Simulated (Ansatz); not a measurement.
Si₂Ru:
```cif
data_RuSi2
_chemical_formula_sum 'Si2 Ru1'
_space_group_name_H-M_alt 'P4/mmm'
_space_group_IT_number 123
_space_group_name_Hall '-P 4 2'
_cell_length_a 2.84771
_cell_length_b 2.84771
_cell_length_c 5.23572
_cell_angle_alpha 90.000
_cell_angle_beta 90.000
_cell_angle_gamma 90.000
loop_
_atom_site_label
_atom_site_type_symbol
_atom_site_symmetry_multiplicity
_atom_site_Wyckoff_symbol
_atom_site_fract_x
_atom_site_fract_y
_atom_site_fract_z
_atom_site_occupancy
Si1 Si 2 h 0.50000 0.50000 0.27909 1
Ru1 Ru 1 a 0.00000 0.00000 0.00000 1
```

Relaxed at zero pressure with plane-wave PAW PBEsol (Ansatz code).

### Question
The volume is raised by 3 % and shape and atoms relax at that volume. What pressure results, and how do the axes share the change?

### Answer
-5.1 GPa; a 1.1 %, b 1.1 %, c 0.8 %; the energy rises by 7 meV/atom.

### Question
Give the new structure.

### Answer

Space group P4/mmm (No. 123); a = b = 2.8787 Å, c = 5.2772 Å, α = β = γ = 90.00°

| atom | site | symmetry | x | y | z |
|---|---|---|---|---|---|
| Si | 2h | 4mm | 0.5000 | 0.5000 | 0.2779 |
| Ru | 1a | 4/mmm | 0.0000 | 0.0000 | 0.0000 |

The phase is kept; no other phase was compared at this pressure.

The workflow started from a Materials Project entry (that database holds measured and hypothetical structures alike); the Crystallography Open Database copy checked does not list it. Whether it is the stable phase at ambient conditions was not checked. The cell was relaxed with PBEsol under the symmetry of its start; whether a distortion lowers the energy is not shown. No spin polarisation was allowed.

Potentials: the later of the program's two PAW sets.
